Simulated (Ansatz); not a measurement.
**V3Sn: computed property card**

V₃Sn:
```
CELL_PARAMETERS angstrom
      5.60478     0.00000     0.00000
     -2.80239     4.85388     0.00000
      0.00000     0.00000     4.51962
ATOMIC_POSITIONS crystal
  V  0.84974 0.69948 0.25000
  V  0.15026 0.84974 0.75000
  V  0.30052 0.15026 0.25000
  V  0.15026 0.30052 0.75000
  V  0.84974 0.15026 0.25000
  V  0.69948 0.84974 0.75000
  Sn 0.33333 0.66667 0.25000
  Sn 0.66667 0.33333 0.75000
```
The run is spin-polarised; directions of the spins, atom by atom: 0 0 0 0 0 0 0 0.

Space group P6_3/mmc (No. 194); conventional cell a = b = 5.6048 Å, c = 4.5196 Å, α = β = 90.00°, γ = 120.00°.

Method: r²SCAN in the plane-wave PAW code Ansatz. Structure relaxed to zero pressure with the same functional. Other levels are named where they apply.

### Cell and energy

- Volume per atom: 15.37 Å³
- Density: 7.33 g/cm³
- Formation energy from the elements (no fitted shifts): -0.065 eV/atom

### Electronic structure

Electronic character: metallic (no gap)
Density of states at the Fermi level: 0.97 states/eV per atom (mean over ±0.08 eV)

### Magnetism

Magnetic order: ferromagnetic
Net moment: 0.17 μB per atom

### Mechanics

Bulk modulus (Birch–Murnaghan fit): 147 GPa
Pressure derivative B′: 5.2

### Charges

- Bader charges = V +0.34, Sn -1.01 e

The workflow started from an entry of the Crystallography Open Database (COD), which files this formula under 2 space groups. Its standing as an ambient phase is unchecked. Symmetry was held in the r²SCAN relaxation; whether a distortion lowers the energy is not shown. Magnetic state: ferromagnetic, the only order run, not a proven ground state. Other orbital occupations within this spin state were not tried. Axis ratios of metals converge slowly with the k-mesh, so a and c are less sure than the volume. The references are the lowest solids computed at this level, not always the standard phases. Spin–orbit coupling is left out wherever it is not named.

Potentials: the later of the program's two PAW sets.
